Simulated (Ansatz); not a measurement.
## Computed energy against volume: Ga2O3 (corundum)

Ga$_{2}$O$_{3}$ (corundum)

```cif
data_Ga4O6
_chemical_formula_sum 'Ga4 O6'
_space_group_name_H-M_alt 'P 1'
_space_group_IT_number 1
_cell_length_a 5.32497
_cell_length_b 5.32497
_cell_length_c 5.32497
_cell_angle_alpha 55.814
_cell_angle_beta 55.814
_cell_angle_gamma 55.814
loop_
_space_group_symop_operation_xyz
  'x, y, z'
loop_
_atom_site_label
_atom_site_type_symbol
_atom_site_fract_x
_atom_site_fract_y
_atom_site_fract_z
_atom_site_occupancy
Ga1 Ga 0.35541 0.35541 0.35541 1
Ga2 Ga 0.14459 0.14459 0.14459 1
Ga3 Ga 0.64459 0.64459 0.64459 1
Ga4 Ga 0.85541 0.85541 0.85541 1
O1 O 0.55361 0.94639 0.25000 1
O2 O 0.25000 0.55361 0.94639 1
O3 O 0.94639 0.25000 0.55361 1
O4 O 0.44639 0.05361 0.75000 1
O5 O 0.75000 0.44639 0.05361 1
O6 O 0.05361 0.75000 0.44639 1
```

The volume is varied about the relaxed value V₀ at fixed cell shape. The atoms relax within the cell's symmetry.

These are r2SCAN (plane waves to 500 eV, PAW, scalar-relativistic; Ansatz, a quantum-chemistry and plane-wave program) values and carry that method's errors. k mesh 8×8×8 (Γ-centred), Fermi-Dirac smearing 0.05 eV. Energies are smeared free energies. Stress and pressure are positive under compression. With the shape held, the modulus is that of even scaling; a crystal free to change shape is softer. Ga2O3 was relaxed with its symmetry unable to fall. The PAW data are Ansatz's earlier set. ΔE is measured from the relaxed starting cell.

```tsv
V (Å³/atom)	ΔE (eV/atom)	P (GPa)
9.062	0.0285	16.7
9.207	0.0156	12.0
9.351	0.0067	7.7
9.496	0.0016	3.7
9.640	0.0000	0.0
9.785	0.0016	-3.4
9.930	0.0060	-6.5
10.074	0.0132	-9.4
10.219	0.0229	-12.1
```

What the scan shows:

```
Item                                                                          Result
---------------------------------------------------------------------  -------------
Pressure at the smallest volume                                             16.7 GPa
Energy cost of the largest compression                                 28.5 meV/atom
Energy cost of the largest expansion                                   22.9 meV/atom
Bulk modulus at fixed cell shape B₀ (third-order Birch-Murnaghan fit)        235 GPa
Pressure derivative B₀′ (fit)                                                    4.4
Equilibrium volume of the fit                                           9.64 Å³/atom
Pressure for 5 % compression (fit)                                          13.5 GPa
```

The 9 points together took around 5 core-minutes (rough).

(Under strain, the slope of the energy per volume gives the stress and its curvature an elastic modulus.)
